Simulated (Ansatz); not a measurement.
**In-115 NMR of the central transition in Sr₃InN₃**

Cell: a computed structure from the Materials Project (it need not be an observed phase).

```cif
data_Sr3InN3
_symmetry_space_group_name_H-M 'P6_3/m'
_symmetry_Int_Tables_number 176
_cell_length_a 7.8489
_cell_length_b 7.8489
_cell_length_c 5.4810
_cell_angle_alpha 90.000
_cell_angle_beta 90.000
_cell_angle_gamma 120.000
loop_
_atom_site_label
_atom_site_type_symbol
_atom_site_symmetry_multiplicity
_atom_site_Wyckoff_symbol
_atom_site_fract_x
_atom_site_fract_y
_atom_site_fract_z
Sr Sr 6 h 0.9305 0.6513 0.2500
In In 2 c 0.6667 0.3333 0.7500
N N 6 h 0.9231 0.6197 0.7500
```

One atom of each set is listed.

The numbers come from a DFT calculation in Ansatz (PBE, plane waves and PAW, scalar-relativistic, 420 eV cutoff, Γ-centred 4×4×5 k-points, Fermi–Dirac smearing 0.02 eV).

In-115 has I = 9/2 and Q = 772.0 mb (Pyykkö 2018); at 35.2 T its Larmor frequency is ν₀ = 330.4 MHz (from the bare nuclear moment; shielding lowers the observed one by a per cent or two). Only the quadrupole interaction is simulated: positions count from each site's isotropic chemical shift, and shift anisotropy, dipolar and J coupling are left out.

Simulated pattern of one In site (static powder, Gaussian broadening 400 kHz):

(offset (kHz), height): (-4394.4, 9), (-4089.1, 78), (-3783.9, 100), (-3478.7, 67), (-3173.4, 53), (-2868.2, 46), (-2563.0, 41), (-2257.7, 39), (-1952.5, 37), (-1647.2, 35), (-1342.0, 34), (-1036.8, 34), (-731.5, 33), (-426.3, 33), (-121.1, 31), (184.2, 27), (489.4, 27), (794.6, 29), (1099.9, 32), (1405.1, 37), (1710.4, 47), (2015.6, 71), (2320.8, 55), (2626.1, 6)

Task: Which |C_Q| and η does the pattern imply?

Result: The pattern spans 6315 kHz before broadening and its centre of gravity is at -1213 kHz, which fixes P_Q; the places of the horns and steps fix η. That gives P_Q = 537 MHz, |C_Q| = 537 MHz and η = 0.00. The sign of C_Q can't be read from the pattern.

An axis of threefold or higher order runs through In, so V_zz lies along it and η is zero.

Without spin–orbit coupling (the program notes it for In) the gradients can shift somewhat, as the gap is small. With a gap of 0.3 eV on this mesh, the gradients can still move by some per cent as the k-mesh gets denser.
